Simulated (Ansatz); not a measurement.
This is a relaxation of cell and atoms with Ansatz on ZnCd₂Te₃ on the sites of MnCd2Te3 (No. 156); the level of theory is PBEsol. It starts from a supercell of the PBEsol minimum, slightly strained and with each coordinate displaced at random by about 0.15 Å.

```yaml
crystal:
  lattice:
    - [4.4968247126, -0.0495163795, -0.0170916923]
    - [-2.2912947988, 3.9470208124, 0.0219625365]
    - [-0.0420744522, 0.0381371444, 11.0985643328]
  atoms:
    - { symbol: Zn, position: [0.4192070292, 0.6933202092, 0.6581662045] }
    - { symbol: Cd, position: [-0.0591832497, -0.0859110827, 0.9872860913] }
    - { symbol: Cd, position: [0.6816660074, 0.3426496183, 0.3531401246] }
    - { symbol: Te, position: [0.0061930042, -0.0237516327, 0.2631442063] }
    - { symbol: Te, position: [0.6606078676, 0.2813922878, 0.6133243685] }
    - { symbol: Te, position: [0.2968612014, 0.6442775394, 0.895696867] }
kpoints:
  mp_grid: { grid: [6, 6, 2] }
hamiltonian:
  xc: pbesol
scf:
  occupations: { method: fermi_dirac, width: 0.05 }
relax:
  f_tol: 0.01
  cell: {}
  max_steps: 120
output:
  write_density: true
  write_potential: true
  elf: true
  volumetric_format: npy
```

The trajectory has 6 recorded frames, each with positions in Å and forces in eV/Å. The last, and any step after a large change of cell, is solved on a basis re-selected at its cell; pressure is positive in compression.

Step 1: energy 0.0 meV/atom from step 1, largest force component 2.183 eV/Å, pressure +0.53 GPa
```xyz
6
Lattice="4.4968 -0.0495 -0.0171 -2.2913 3.9470 0.0220 -0.0421 0.0381 11.0986" Properties=species:S:1:pos:R:3:forces:R:3 pbc="T T T"
Zn    0.2688    2.7409    7.3128   -0.3671   -2.0545    0.6960
Cd   -0.1108   -0.2985   10.9566   -0.1187    0.8632    0.7036
Cd    2.2654    1.3322    3.9152    0.2303   -0.6810    0.1993
Te    0.0712   -0.0840    2.9199   -0.2863    0.5850   -0.6800
Te    2.3001    1.1013    6.8019    0.2387    2.1830   -1.0587
Te   -0.1790    2.5624    9.9500    0.3031   -0.8957    0.1398
```

Step 2: energy -108.4 meV/atom from step 1, largest force component 0.580 eV/Å, pressure +0.33 GPa
```xyz
6
Lattice="4.4896 -0.0246 -0.0055 -2.2665 3.8847 0.0131 -0.0138 0.0295 10.9611" Properties=species:S:1:pos:R:3:forces:R:3 pbc="T T T"
Zn    0.2011    2.6223    7.2803   -0.2355   -0.5796    0.4289
Cd   -0.0751   -0.1790   10.9642    0.0245   -0.1711   -0.1727
Cd    2.3032    1.2513    3.8228   -0.0692   -0.0220   -0.2788
Te    0.0351   -0.0289    2.7476    0.0729   -0.0235    0.3060
Te    2.3785    1.2085    6.5851    0.1166    0.5251   -0.0623
Te   -0.0891    2.3817    9.9449    0.0906    0.2710   -0.2211
```

Q: Estimate where the relaxation ends.

A:
Step 3: energy -121.8 meV/atom from step 1, largest force component 0.151 eV/Å, pressure +0.05 GPa
```xyz
6
Lattice="4.4892 -0.0022 0.0303 -2.2466 3.8719 -0.0023 0.0752 0.0371 11.0540" Properties=species:S:1:pos:R:3:forces:R:3 pbc="T T T"
Zn    0.1337    2.5224    7.4225   -0.0028   -0.0053   -0.1512
Cd    0.1009   -0.0963   11.0434    0.0178    0.0069    0.0171
Cd    2.3220    1.2184    3.8228    0.0079   -0.0053    0.0841
Te    0.0821   -0.0656    2.7865   -0.0037   -0.0039   -0.0582
Te    2.3788    1.2332    6.6354   -0.0149   -0.0035    0.0123
Te    0.1077    2.4939   10.0280   -0.0041    0.0112    0.0958
```

Step 4: energy -122.7 meV/atom from step 1, largest force component 0.010 eV/Å, pressure +0.03 GPa
```xyz
6
Lattice="4.4869 -0.0019 0.0025 -2.2451 3.8794 -0.0018 0.0062 -0.0014 11.0355" Properties=species:S:1:pos:R:3:forces:R:3 pbc="T T T"
Zn    0.0691    2.4918    7.3782   -0.0033   -0.0014    0.0012
Cd    0.0593   -0.1055   11.0225    0.0026    0.0024    0.0082
Cd    2.3040    1.1988    3.8128    0.0006   -0.0006   -0.0098
Te    0.0605   -0.0914    2.7814    0.0000   -0.0017    0.0051
Te    2.3119    1.1990    6.6142   -0.0018   -0.0010   -0.0074
Te    0.0584    2.4830   10.0049    0.0019    0.0023    0.0027
```

Step 5: energy -122.7 meV/atom from step 1, largest force component 0.001 eV/Å, pressure 0.00 GPa
```xyz
6
Lattice="4.4847 -0.0002 0.0004 -2.2426 3.8831 -0.0003 0.0010 -0.0002 11.0371" Properties=species:S:1:pos:R:3:forces:R:3 pbc="T T T"
Zn    0.0611    2.4933    7.3797   -0.0005   -0.0003    0.0002
Cd    0.0591   -0.0978   11.0262    0.0005    0.0007   -0.0003
Cd    2.3019    1.1993    3.8098    0.0001   -0.0002   -0.0003
Te    0.0596   -0.0948    2.7831    0.0000   -0.0004   -0.0006
Te    2.3034    1.1990    6.6121   -0.0005   -0.0002    0.0001
Te    0.0590    2.4913   10.0078    0.0004    0.0004    0.0008
```

Step 6: energy -122.6 meV/atom from step 1, largest force component 0.001 eV/Å, pressure 0.00 GPa
```xyz
6
Lattice="4.4847 -0.0002 0.0004 -2.2426 3.8831 -0.0003 0.0010 -0.0002 11.0371" Properties=species:S:1:pos:R:3:forces:R:3 pbc="T T T"
Zn    0.0611    2.4933    7.3797   -0.0005   -0.0003    0.0002
Cd    0.0591   -0.0978   11.0262    0.0005    0.0007   -0.0003
Cd    2.3019    1.1993    3.8098    0.0000   -0.0002   -0.0003
Te    0.0596   -0.0948    2.7831    0.0001   -0.0004   -0.0006
Te    2.3034    1.1990    6.6121   -0.0005   -0.0003    0.0001
Te    0.0590    2.4913   10.0078    0.0004    0.0004    0.0008
```

In 5 steps the volume changed by -1.8 %; between the first SCF and the last, each on a basis chosen for its cell, the energy fell by 123 meV an atom. Final cell: space group P3m1 (No. 156), trigonal; a = 4.484 Å, c = 11.037 Å in the conventional setting, 32.03 Å³ an atom. Around Zn lie 4 Te at 2.63–2.70 Å; around Cd lie 4 Te at 2.78–2.79 Å; around Cd lie 4 Te at 2.78–2.80 Å; around Te lie 4 Cd at 2.78–2.79 Å; around Te lie 3 Zn at 2.70 Å and 1 Cd at 2.80 Å; around Te lie 1 Zn at 2.63 Å and 3 Cd at 2.78 Å.

Command: `ansatz run input.yaml --threads 2 --pin off --max-ram 2211MiB --backend cpu --events-out ev --progress --plain --runs-dir out`. Wall time 71 s on 2 threads of Intel(R) Xeon(R) 6975P-C (Granite Rapids) (shared host); peak host memory 0.71 GiB.

Values at 0 K without nuclear motion; spin polarisation is off, and the phase may be a hypothetical one.
